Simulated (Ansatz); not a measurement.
Data:

Starting cell, CdSe (wurtzite):

```
CELL_PARAMETERS angstrom
      4.38272     0.00000     0.00000
     -2.19136     3.79554     0.00000
      0.00000     0.00000     7.15447
ATOMIC_POSITIONS crystal
  Cd 0.66667 0.33333 0.00047
  Cd 0.33333 0.66667 0.50047
  Se 0.66667 0.33333 0.62473
  Se 0.33333 0.66667 0.12473
```

The atoms are displaced by Q × the pattern below (from a DFPT mode at Γ, largest move 1; Q in Å), at fixed cell. It is one choice among 2 degenerate patterns.

| atom | x | y | z |
|---|---|---|---|
| Cd1 | 0.000 | 1.000 | 0.000 |
| Cd2 | 0.000 | -1.000 | 0.000 |
| Se3 | 0.000 | -0.855 | 0.000 |
| Se4 | 0.000 | 0.855 | 0.000 |

Level of theory: PBE (plane waves to 420 eV, PAW, scalar-relativistic; Ansatz, an electronic-structure program). k mesh 9×9×5 (Γ-centred), Fermi-Dirac smearing 0.05 eV. Energies are smeared free energies. CdSe was relaxed with its symmetry unable to fall. ΔE is measured from the undisplaced structure.

The scan covers Q from -0.180 to 0.180 Å in 13 points.

Question: Which space group does the distorted structure have?

Answer: Cmc2_1 (No. 36), lowered from P6_3mc.

Question: What is the energy change at Q = 0.180 Å?

Answer: 24.6 meV/cell.

Question: What harmonic wavenumber does the curvature at Q = 0 give?

Answer: 35 cm⁻¹.

(For displaced atoms, the force is minus the slope of the energy, and its curvature is a force constant, which sets phonon frequencies.)
